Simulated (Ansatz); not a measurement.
Relaxation of a generated cell, Pt placed in the AFLOW prototype A_hR1_166_a (A10, as in Hg); 1 atom in the cell, which starts as R-3m, hexagonal axes (No. 166), hR1; a = b = 3.0025 Å, c = 5.7866 Å, α = β = 90.00°, γ = 120.00°. Level of theory: PBEsol (plane waves to 420 eV, PAW, scalar-relativistic; Ansatz, a quantum-chemistry and plane-wave program). Γ-centred k-mesh 14×14×14 on the run's cell (coarser than for final values), Fermi–Dirac smearing 0.05 eV. This is the first round of the run. 

The optimiser's lines from the output (shortened; P is positive under compression):

```
relax step   1: F+E_penalty+E_count = -12383.52683397 eV  Δ(F+E_penalty+E_count) = +0.000e0 eV  max|allowed force component| = 0.000e0 eV/Å  Δτ_max = 0.0000 Å  P = +14.494 GPa  Ω = 15.059 Å³  (6 SCF iters, dr2 threshold 1.00e-7 eV, accepted)
relax step   2: F+E_penalty+E_count = -12383.65455510 eV  Δ(F+E_penalty+E_count) = -1.277e-1 eV  max|allowed force component| = 0.000e0 eV/Å  Δτ_max = 0.0000 Å  P = -2.152 GPa  Ω = 15.667 Å³  (5 SCF iters, dr2 threshold 1.00e-7 eV, accepted)
relax step   3: F+E_penalty+E_count = -12383.77453843 eV  Δ(F+E_penalty+E_count) = -1.200e-1 eV  max|allowed force component| = 0.000e0 eV/Å  Δτ_max = 0.0000 Å  P = -0.466 GPa  Ω = 15.224 Å³  (6 SCF iters, dr2 threshold 1.00e-7 eV, accepted)
relax step   4: F+E_penalty+E_count = -12383.82370819 eV  Δ(F+E_penalty+E_count) = -4.917e-2 eV  max|allowed force component| = 0.000e0 eV/Å  Δτ_max = 0.0000 Å  P = +4.818 GPa  Ω = 14.783 Å³  (5 SCF iters, dr2 threshold 1.00e-7 eV, accepted)
relax step   5: F+E_penalty+E_count = -12383.82825305 eV  Δ(F+E_penalty+E_count) = -4.545e-3 eV  max|allowed force component| = 0.000e0 eV/Å  Δτ_max = 0.0000 Å  P = -0.369 GPa  Ω = 15.016 Å³  (5 SCF iters, dr2 threshold 1.00e-7 eV, accepted)
relax step   6: F+E_penalty+E_count = -12383.82828308 eV  Δ(F+E_penalty+E_count) = -3.004e-5 eV  max|allowed force component| = 0.000e0 eV/Å  Δτ_max = 0.0000 Å  P = -0.006 GPa  Ω = 14.998 Å³  (3 SCF iters, dr2 threshold 1.00e-7 eV, accepted)
relax step   7: F+E_penalty+E_count = -12383.83323471 eV  Δ(F+E_penalty+E_count) = -4.952e-3 eV  max|allowed force component| = 0.000e0 eV/Å  Δτ_max = 0.0000 Å  P = +0.717 GPa  Ω = 14.998 Å³  stress off target by 2.02e0 GPa  SCF on the basis re-selected at this cell (its energy is not comparable with the rows above)  (7 SCF iters)
relax step   8: F+E_penalty+E_count = -12383.83396163 eV  Δ(F+E_penalty+E_count) = -7.269e-4 eV  max|allowed force component| = 0.000e0 eV/Å  Δτ_max = 0.0000 Å  P = +0.049 GPa  Ω = 15.031 Å³  (4 SCF iters, dr2 threshold 1.00e-7 eV, accepted)
relax step   9: F+E_penalty+E_count = -12383.83400552 eV  Δ(F+E_penalty+E_count) = -4.388e-5 eV  max|allowed force component| = 0.000e0 eV/Å  Δτ_max = 0.0000 Å  P = +0.024 GPa  Ω = 15.032 Å³  (3 SCF iters, dr2 threshold 1.00e-7 eV, accepted)
relax step  10: F+E_penalty+E_count = -12383.83400512 eV  Δ(F+E_penalty+E_count) = +3.986e-7 eV  max|allowed force component| = 0.000e0 eV/Å  Δτ_max = 0.0000 Å  P = -0.000 GPa  Ω = 15.034 Å³  (3 SCF iters, dr2 threshold 1.47e-9 eV, accepted)
relax step  11: F+E_penalty+E_count = -12383.83401798 eV  Δ(F+E_penalty+E_count) = -1.286e-5 eV  max|allowed force component| = 0.000e0 eV/Å  Δτ_max = 0.0000 Å  P = -0.001 GPa  Ω = 15.034 Å³  stress off target by 4.48e-3 GPa  SCF on the basis re-selected at this cell (its energy is not comparable with the rows above)  (5 SCF iters)
```

From the first to the last row the energy changes by -0.31 eV/atom and the volume by -0.2 %. The last row is marked as not comparable with the walk above it, whose basis was carried along; it does compare with step 1, since both stand on a basis selected at the nominal cutoff for their own cell.

Later rounds, restarted from the end of this one on a renewed k-mesh, logged 4 more steps and released under 0.01 eV/atom more. The final structure after all rounds: Fm-3m (No. 225), cF4, fcc (Cu type); a = b = c = 3.9183 Å, α = β = γ = 90.00°. Between re-selections the logged energies stand on a plane-wave basis carried along with the cell. No spin polarisation in the result.

The run could not lose the symmetry of its start.
